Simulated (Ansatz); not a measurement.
Relaxation of a relaxed WS2 cell, doubled along one cell vector, shaken by Gaussian noise of σ = 0.08 Å a coordinate; 12 atoms in the cell, which starts as P1 (No. 1), aP12; a = 4.9586 Å, b = 4.9586 Å, c = 8.0677 Å, α = 88.97°, β = 88.97°, γ = 71.12°. Method: r2SCAN (plane waves to 500 eV, PAW, scalar-relativistic; Ansatz, a program for electronic structure). Γ-centred k-mesh 3×6×6 on the run's cell (coarser than for final values), Fermi–Dirac smearing 0.05 eV. This is the first round of the run. 

The optimiser's lines from the output (shortened; P is positive under compression):

```
relax step   1: F+E_penalty+E_count = -48838.08862940 eV  Δ(F+E_penalty+E_count) = +0.000e0 eV  max|allowed force component| = 2.213e0 eV/Å  Δτ_max = 0.0000 Å  P = +3.003 GPa  Ω = 187.651 Å³  (11 SCF iters, dr2 threshold 1.00e-7 eV, accepted)
relax step   2: F+E_penalty+E_count = -48838.48376492 eV  Δ(F+E_penalty+E_count) = -3.951e-1 eV  max|allowed force component| = 7.051e-1 eV/Å  Δτ_max = 0.1946 Å  P = -0.270 GPa  Ω = 190.448 Å³  (10 SCF iters, dr2 threshold 1.20e-6 eV, accepted)
relax step   3: F+E_penalty+E_count = -48839.31529957 eV  Δ(F+E_penalty+E_count) = -8.315e-1 eV  max|allowed force component| = 1.198e0 eV/Å  Δτ_max = 0.1692 Å  P = +1.661 GPa  Ω = 190.596 Å³  (10 SCF iters, dr2 threshold 1.20e-6 eV, accepted)
relax step   4: F+E_penalty+E_count = -48839.97396513 eV  Δ(F+E_penalty+E_count) = -6.587e-1 eV  max|allowed force component| = 1.532e0 eV/Å  Δτ_max = 0.1345 Å  P = +5.334 GPa  Ω = 191.923 Å³  (10 SCF iters, dr2 threshold 1.20e-6 eV, accepted)
relax step   5: F+E_penalty+E_count = -48840.60046323 eV  Δ(F+E_penalty+E_count) = -6.265e-1 eV  max|allowed force component| = 1.424e0 eV/Å  Δτ_max = 0.0790 Å  P = +5.227 GPa  Ω = 197.473 Å³  (9 SCF iters, dr2 threshold 1.20e-6 eV, accepted)
relax step   6: F+E_penalty+E_count = -48841.32659200 eV  Δ(F+E_penalty+E_count) = -7.261e-1 eV  max|allowed force component| = 8.647e-1 eV/Å  Δτ_max = 0.0930 Å  P = +3.460 GPa  Ω = 203.105 Å³  (9 SCF iters, dr2 threshold 1.20e-6 eV, accepted)
relax step   7: F+E_penalty+E_count = -48841.90796197 eV  Δ(F+E_penalty+E_count) = -5.814e-1 eV  max|allowed force component| = 7.536e-1 eV/Å  Δτ_max = 0.1028 Å  P = +2.391 GPa  Ω = 209.699 Å³  (9 SCF iters, dr2 threshold 1.20e-6 eV, accepted)
relax step   8: F+E_penalty+E_count = -48842.45699278 eV  Δ(F+E_penalty+E_count) = -5.490e-1 eV  max|allowed force component| = 6.222e-1 eV/Å  Δτ_max = 0.1243 Å  P = +0.760 GPa  Ω = 217.576 Å³  (10 SCF iters, dr2 threshold 1.20e-6 eV, accepted)
relax step   9: F+E_penalty+E_count = -48842.73165583 eV  Δ(F+E_penalty+E_count) = -2.747e-1 eV  max|allowed force component| = 1.486e-1 eV/Å  Δτ_max = 0.2000 Å  P = +0.112 GPa  Ω = 229.932 Å³  (10 SCF iters, dr2 threshold 1.20e-6 eV, accepted)
relax step  10: F+E_penalty+E_count = -48842.75361489 eV  Δ(F+E_penalty+E_count) = -2.196e-2 eV  max|allowed force component| = 1.300e-1 eV/Å  Δτ_max = 0.0479 Å  P = -0.068 GPa  Ω = 232.095 Å³  (6 SCF iters, dr2 threshold 1.20e-6 eV, accepted)
relax step  11: F+E_penalty+E_count = -48842.76126740 eV  Δ(F+E_penalty+E_count) = -7.653e-3 eV  max|allowed force component| = 2.774e-2 eV/Å  Δτ_max = 0.0272 Å  P = -0.139 GPa  Ω = 232.897 Å³  (6 SCF iters, dr2 threshold 1.06e-6 eV, accepted)
relax step  12: F+E_penalty+E_count = -48842.76186507 eV  Δ(F+E_penalty+E_count) = -5.977e-4 eV  max|allowed force component| = 1.862e-2 eV/Å  Δτ_max = 0.0093 Å  P = +0.024 GPa  Ω = 232.433 Å³  (6 SCF iters, dr2 threshold 1.28e-7 eV, accepted)
relax step  13: F+E_penalty+E_count = -48842.76235557 eV  Δ(F+E_penalty+E_count) = -4.905e-4 eV  max|allowed force component| = 1.872e-2 eV/Å  Δτ_max = 0.0028 Å  P = +0.036 GPa  Ω = 232.293 Å³  (5 SCF iters, dr2 threshold 9.35e-8 eV, accepted)
relax step  14: F+E_penalty+E_count = -48842.76284635 eV  Δ(F+E_penalty+E_count) = -4.908e-4 eV  max|allowed force component| = 4.913e-3 eV/Å  Δτ_max = 0.0104 Å  P = +0.013 GPa  Ω = 231.756 Å³  (6 SCF iters, dr2 threshold 2.19e-8 eV, accepted)
relax step  15: F+E_penalty+E_count = -48842.76290192 eV  Δ(F+E_penalty+E_count) = -5.558e-5 eV  max|allowed force component| = 5.605e-4 eV/Å  Δτ_max = 0.0030 Å  P = +0.000 GPa  Ω = 231.602 Å³  (7 SCF iters, dr2 threshold 2.69e-9 eV, accepted)
relax step  16: F+E_penalty+E_count = -48842.80995138 eV  Δ(F+E_penalty+E_count) = -4.705e-2 eV  max|allowed force component| = 1.379e-3 eV/Å  Δτ_max = 0.0000 Å  P = +0.199 GPa  Ω = 231.602 Å³  stress off target by 5.70e-1 GPa  SCF on the basis re-selected at this cell (its energy is not comparable with the rows above)  (7 SCF iters)
relax step  17: F+E_penalty+E_count = -48842.81166400 eV  Δ(F+E_penalty+E_count) = -1.713e-3 eV  max|allowed force component| = 5.197e-3 eV/Å  Δτ_max = 0.0033 Å  P = +0.065 GPa  Ω = 232.074 Å³  (5 SCF iters, dr2 threshold 8.13e-7 eV, accepted)
relax step  18: F+E_penalty+E_count = -48842.81167420 eV  Δ(F+E_penalty+E_count) = -1.020e-5 eV  max|allowed force component| = 8.984e-4 eV/Å  Δτ_max = 0.0006 Å  P = +0.004 GPa  Ω = 232.214 Å³  (5 SCF iters, dr2 threshold 1.69e-8 eV, accepted)
relax step  19: F+E_penalty+E_count = -48842.81177160 eV  Δ(F+E_penalty+E_count) = -9.740e-5 eV  max|allowed force component| = 8.806e-4 eV/Å  Δτ_max = 0.0000 Å  P = +0.004 GPa  Ω = 232.214 Å³  stress off target by 7.54e-3 GPa  SCF on the basis re-selected at this cell (its energy is not comparable with the rows above)  (5 SCF iters)
```

From the first to the last row the energy changes by -0.39 eV/atom and the volume by +23.7 %. The last row is marked as not comparable with the walk above it, whose basis was carried along; it does compare with step 1, since both stand on a basis selected at the nominal cutoff for their own cell.

Later rounds, restarted from the end of this one on a renewed k-mesh, logged 17 more steps and released under 0.01 eV/atom more. The final structure after all rounds: C2/c (No. 15), mS12; a = 7.549 Å, b = 5.916 Å, c = 6.013 Å, α = 90.00°, β = 120.10°, γ = 90.00°. Between re-selections the logged energies stand on a plane-wave basis carried along with the cell. No spin polarisation in the result.

The relaxed structure here is a generated cell of WS2: the first start was made by placing the elements on the sites of a structure type, and the end was not matched to a known phase here, so it may be hypothetical. Known forms of WS2 include space group No. 194.
